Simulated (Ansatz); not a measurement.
**Data sheet: YInNi (DFT)**

YInNi:
```
CELL_PARAMETERS angstrom
      7.36555     0.00000     0.00000
     -3.68277     6.37875     0.00000
      0.00000     0.00000     3.83786
ATOMIC_POSITIONS crystal
  Y  0.00000 0.58896 0.50000
  Y  0.58896 0.00000 0.50000
  Y  0.41104 0.41104 0.50000
  In 0.00000 0.25161 0.00000
  In 0.25161 0.00000 0.00000
  In 0.74839 0.74839 0.00000
  Ni 0.00000 0.00000 0.50000
  Ni 0.66667 0.33333 0.00000
  Ni 0.33333 0.66667 0.00000
```

Space group P-62m (No. 189); conventional cell a = 7.3655 Å, b = 7.3655 Å, c = 3.8379 Å, α = 90.00°, β = 90.00°, γ = 120.00°.

Method: r²SCAN (plane waves, PAW; program Ansatz). The cell and atoms are relaxed at this level. Other levels are named where they apply.

**Cell and energy**

Volume per atom: 20.03 Å³
Density: 7.25 g/cm³
Formation energy from the elements (no fitted shifts): -0.56 eV/atom

**Electronic structure**

- Electronic character = metallic (no gap)
- Density of states at the Fermi level = 0.84 states/eV per atom (mean over ±0.08 eV)

The first step of the workflow began from a Materials Project structure, measured or hypothetical; the Crystallography Open Database copy checked does not list it. Whether it is the stable phase at ambient conditions was not checked. The cell was relaxed with r²SCAN under the symmetry of its start; its stability against distortions is not shown here. The run is not spin-polarised. Axis ratios of metals converge slowly with the k-mesh, so a and c are less sure than the volume. The references are the lowest solids computed at this level, not always the standard phases. Spin–orbit coupling is left out wherever it is not named.

Potentials: the later of the program's two PAW sets.
